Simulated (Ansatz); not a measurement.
Ag (diamond, Fd-3m) at seven volumes, PBEsol in the plane-wave PAW code Ansatz, scaled uniformly. One row is withheld.

```tsv
V (Å³/atom)	P (GPa)
25.067	5.10
25.893	3.06
26.720	1.39
27.546	0.01
28.373	-1.13
29.199	-2.06
30.025	?
```

**Question.** Fit the shown pressures and predict the withheld one.

**Answer.** P = (3/2)B₀(x^(7/2) − x^(5/2))[1 + (3/4)(B′ − 4)(x − 1)] with x = (V₀/V)^(2/3). Least squares on the six rows gives V₀ = 27.551 Å³/atom, B₀ = 41.6 GPa, B′ = 5.50. At V = 30.025, x = 0.9443 and P = -2.82 GPa. The run itself gave -2.82 GPa.

The start of the workflow was typed in or built on a structure type; neither database checked (COD, Materials Project) lists it. It is not the phase usual at ambient conditions (space group No. 225). The PBEsol relaxation kept the symmetry of its start. At this level the phase is mechanically unstable. The run is not spin-polarised.

Potentials: the later of the program's two PAW sets.
